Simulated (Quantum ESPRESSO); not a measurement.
## Nb4Pd2InOs (input and log of a self-consistent run)

Computed values, not a measurement. The program is pw.x of Quantum ESPRESSO 7.5 (plane-wave density functional theory). The cell is made up: eight metal atoms on a hexagonal close-packed lattice, with elements, volume, strain and displacements drawn at random and not relaxed, so it may be unstable or far from any real phase. PseudoDojo standard norm-conserving files set the functional (PBE unless stated); there is no spin polarisation or spin-orbit coupling, the Fermi-Dirac width of 0.25 eV means electrons at about 2900 K, and the masses in the input are unused placeholders. Heavy elements are run without spin-orbit coupling, which real alloys of them have. A spin test at this wide smearing found no moment, but such smearing suppresses magnetism that the real alloy may have.

Input:

```
&control calculation='scf', pseudo_dir='./dojo.nc.sr.pbe.v0_5.standard.upf', outdir='./o', disk_io='minimal', tprnfor=.true., tstress=.true. /
&system ibrav=0, nat=8, ntyp=4, nbnd=76, ecutwfc=82.02448710, nosym=.true., tot_charge=0,
 occupations='smearing', smearing='fd', degauss=0.0183746611
/
&electrons conv_thr=1.470e-08, electron_maxstep=70, mixing_beta=0.5 /
ATOMIC_SPECIES
In 1.0 In.upf
Nb 1.0 Nb.upf
Os 1.0 Os.upf
Pd 1.0 Pd.upf
CELL_PARAMETERS angstrom
0.0898 0.021 -4.711
0.0872 4.8512 -0.0223
5.6242 0.1007 -0.1096
ATOMIC_POSITIONS angstrom
Nb 0.0497 -0.0119 -0.0815
Nb 2.8034 0.0424 0.0359
Pd 1.3648 2.4242 -0.1657
In 4.237 2.4794 -0.1988
Nb 0.0478 1.6327 -2.4099
Os 2.9261 1.7093 -2.4476
Nb 1.5427 4.1852 -2.3751
Pd 4.327 4.0821 -2.43
K_POINTS automatic
5 5 4 1 1 1
```

The log is shortened where brackets say so; the opening notice, blank lines, dates and the lines on written files are dropped, and the path of the files is cut. It prints rydbergs, bohrs and kilobars, and counts compression as positive stress. Its total energy is the free energy E - TS of the whole cell.

```
     Program PWSCF v.7.5
     Parallel version (MPI & OpenMP), running on       4 processor cores
     Number of MPI processes:                 4
     Threads/MPI process:                     1
     [start-up lines left out]
     bravais-lattice index     =            0
     lattice parameter (alat)  =       8.9042  a.u.
     unit-cell volume          =     866.7840 (a.u.)^3
     number of atoms/cell      =            8
     number of atomic types    =            4
     number of electrons       =       117.00
     number of Kohn-Sham states=           76
     kinetic-energy cutoff     =      82.0245  Ry
     charge density cutoff     =     328.0979  Ry
     scf convergence threshold =      1.5E-08
     mixing beta               =       0.5000
     number of iterations used =            8  plain     mixing
     Exchange-correlation= PBE
                           (   1   4   3   4   0   0   0)
     [axes and pseudopotential details left out]
   Cartesian axes
     site n.     atom                  positions (alat units)
         1        Nb     tau(   1) = (   0.0105478  -0.0025255  -0.0172966  )
         2        Nb     tau(   2) = (   0.5949614   0.0089985   0.0076190  )
         3        Pd     tau(   3) = (   0.2896495   0.5144843  -0.0351663  )
         4        In     tau(   4) = (   0.8992121   0.5261993  -0.0421910  )
         5        Nb     tau(   5) = (   0.0101445   0.3465055  -0.5114495  )
         6        Os     tau(   6) = (   0.6210018   0.3627622  -0.5194505  )
         7        Nb     tau(   7) = (   0.3274049   0.8882187  -0.5040639  )
         8        Pd     tau(   8) = (   0.9183127   0.8663379  -0.5157152  )
     number of k points=    50  Fermi-Dirac smearing, width (Ry)=  0.0184
                       cart. coord. in units 2pi/alat
        k(    1) = (   0.1011221   0.0948620  -0.0976687), wk =   0.0400000
        k(    2) = (   0.3107144   0.0911129  -0.0936902), wk =   0.0400000
     [further k points left out]
     Dense  grid:    87011 G-vectors     FFT dimensions: (  54,  54,  64)
     Estimated max dynamical RAM per process >     325.36 MB
     Estimated total dynamical RAM >       1.21 GB
     Initial potential from superposition of free atoms
     starting charge     116.9863, renormalised to     117.0000
     Starting wfcs are   77 randomized atomic wfcs
     total cpu time spent up to now is        4.2 secs
     per-process dynamical memory:   254.3 Mb
     Self-consistent Calculation
     iteration #  1     ecut=    82.02 Ry     beta= 0.50
     Davidson diagonalization with overlap
     ethr =  1.00E-02,  avg # of iterations =  5.5
     total cpu time spent up to now is       15.2 secs
     total energy              =   -1370.81490611 Ry
     estimated scf accuracy    <       8.06363043 Ry
     iteration #  2     ecut=    82.02 Ry     beta= 0.50
     Davidson diagonalization with overlap
     ethr =  6.89E-03,  avg # of iterations =  2.7
     total cpu time spent up to now is       25.1 secs
     total energy              =   -1373.70611196 Ry
     estimated scf accuracy    <      21.79789718 Ry
     iteration #  3     ecut=    82.02 Ry     beta= 0.50
     Davidson diagonalization with overlap
     ethr =  6.89E-03,  avg # of iterations =  2.0
     total cpu time spent up to now is       34.4 secs
     total energy              =   -1375.31253570 Ry
     estimated scf accuracy    <       6.06638646 Ry
     iteration #  4     ecut=    82.02 Ry     beta= 0.50
     Davidson diagonalization with overlap
     ethr =  5.18E-03,  avg # of iterations =  1.0
     total cpu time spent up to now is       42.1 secs
     total energy              =   -1375.49427135 Ry
     estimated scf accuracy    <       1.16134348 Ry
     iteration #  5     ecut=    82.02 Ry     beta= 0.50
     Davidson diagonalization with overlap
     ethr =  9.93E-04,  avg # of iterations =  1.8
     total cpu time spent up to now is       50.7 secs
     total energy              =   -1375.44865550 Ry
     estimated scf accuracy    <       0.55634874 Ry
     [iterations 6 to 12 left out]
     iteration # 13     ecut=    82.02 Ry     beta= 0.50
     Davidson diagonalization with overlap
     ethr =  3.09E-08,  avg # of iterations =  1.7
     total cpu time spent up to now is      120.6 secs
     total energy              =   -1375.53525279 Ry
     estimated scf accuracy    <       0.00000396 Ry
     iteration # 14     ecut=    82.02 Ry     beta= 0.50
     Davidson diagonalization with overlap
     ethr =  3.39E-09,  avg # of iterations =  2.7
     total cpu time spent up to now is      129.7 secs
     total energy              =   -1375.53525331 Ry
     estimated scf accuracy    <       0.00000045 Ry
     iteration # 15     ecut=    82.02 Ry     beta= 0.50
     Davidson diagonalization with overlap
     ethr =  3.81E-10,  avg # of iterations =  2.9
     total cpu time spent up to now is      139.9 secs
     total energy              =   -1375.53525334 Ry
     estimated scf accuracy    <       0.00000079 Ry
     iteration # 16     ecut=    82.02 Ry     beta= 0.50
     Davidson diagonalization with overlap
     ethr =  3.81E-10,  avg # of iterations =  1.2
     total cpu time spent up to now is      148.2 secs
     total energy              =   -1375.53525341 Ry
     estimated scf accuracy    <       0.00000009 Ry
     iteration # 17     ecut=    82.02 Ry     beta= 0.50
     Davidson diagonalization with overlap
     ethr =  7.67E-11,  avg # of iterations =  2.0
     total cpu time spent up to now is      157.0 secs
     End of self-consistent calculation
     [lines on levels left out]
!    total energy              =   -1375.53525341 Ry
     estimated scf accuracy    <       0.00000001 Ry
     smearing contrib. (-TS)   =      -0.10618143 Ry
     internal energy E=F+TS    =   -1375.42907198 Ry
     The total energy is F=E-TS. E is the sum of the following terms:
     one-electron contribution =    -280.68398845 Ry
     hartree contribution      =     222.67593862 Ry
     xc contribution           =    -271.14120024 Ry
     ewald contribution        =   -1046.27982191 Ry
     convergence has been achieved in  17 iterations
     Forces acting on atoms (cartesian axes, Ry/au):
     atom    1 type  2   force =     0.00717948   -0.02196392    0.02607409
     atom    2 type  2   force =    -0.02098117    0.05682993   -0.00580112
     atom    3 type  4   force =     0.02732903   -0.00889410    0.03331159
     atom    4 type  1   force =    -0.02170838    0.02160758    0.03512307
     atom    5 type  2   force =     0.02226477   -0.01038078   -0.02757328
     atom    6 type  3   force =    -0.04496906   -0.03648426   -0.01931039
     atom    7 type  2   force =     0.02883785   -0.01215560   -0.02087756
     atom    8 type  4   force =     0.00204749    0.01144115   -0.02094639
     Total force =     0.126901     Total SCF correction =     0.000229
     Computing stress (Cartesian axis) and pressure
          total   stress  (Ry/bohr**3)                   (kbar)     P=      163.58
   0.00105565  -0.00018843   0.00010717          155.29      -27.72       15.76
  -0.00018843   0.00141342   0.00004107          -27.72      207.92        6.04
   0.00010717   0.00004107   0.00086687           15.76        6.04      127.52
     init_run     :      3.94s CPU      4.10s WALL (       1 calls)
     electrons    :    149.02s CPU    152.80s WALL (       1 calls)
     forces       :      1.57s CPU      1.58s WALL (       1 calls)
     stress       :      5.60s CPU      5.60s WALL (       1 calls)
     [timing details left out]
     PWSCF        :   2m40.23s CPU   2m44.24s WALL
     JOB DONE.
```

In other units: free energy -18715.111 eV for the cell, pressure 16.36 GPa, largest force component 1.461 eV/Å in size. The run took 166 s of wall time with four MPI processes on a shared machine (Intel Xeon, 2023 or later, virtual cores), so the time is rough. A rerun of this cell at a higher cutoff and on a denser mesh moved values by no more than 0.003 eV in energy, 0.03 GPa in stress and 0.015 eV/Å in force, and a second program with other atomic files agreed on that cell to 2 % rms in force and 0.5 GPa in pressure.